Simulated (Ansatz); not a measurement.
Question: CuI$_{2}$ (CdI2 type, P-3m1) is relaxed with the program Ansatz at the r²SCAN+D4 level (PAW). What lattice parameters of the conventional cell result?

Answer: a = 3.957 Å, c = 6.540 Å.

Question: Give the free coordinates with the occupied sites.

Answer: In one choice of origin and axes:

| atom | site | symmetry | x | y | z |
|---|---|---|---|---|---|
| Cu | 1a | -3m. | 0.0000 | 0.0000 | 0.0000 |
| I | 2d | 3m. | 0.3333 | 0.6667 | 0.2394 |

Question: Is it a metal or does it have a gap at this level?

Answer: No gap at this level.

The start of the workflow was typed in or built on a structure type; neither database checked (COD, Materials Project) lists it. Whether it is the stable phase at ambient conditions was not checked. The r²SCAN+D4 relaxation kept the symmetry of its start; its stability against distortions is not shown here. Spin order of the final state: ferromagnetic, the only order run, not a proven ground state. The cell computed holds one magnetic atom, so no antiferromagnetic order was within reach. Other orbital occupations within this spin state were not tried. No Hubbard U is applied. The compound may be a true metal, but semilocal functionals without U, or a wrong spin order, can also close a gap. Spin–orbit coupling is left out wherever it is not named.

Potentials: the earlier of the program's two PAW sets.
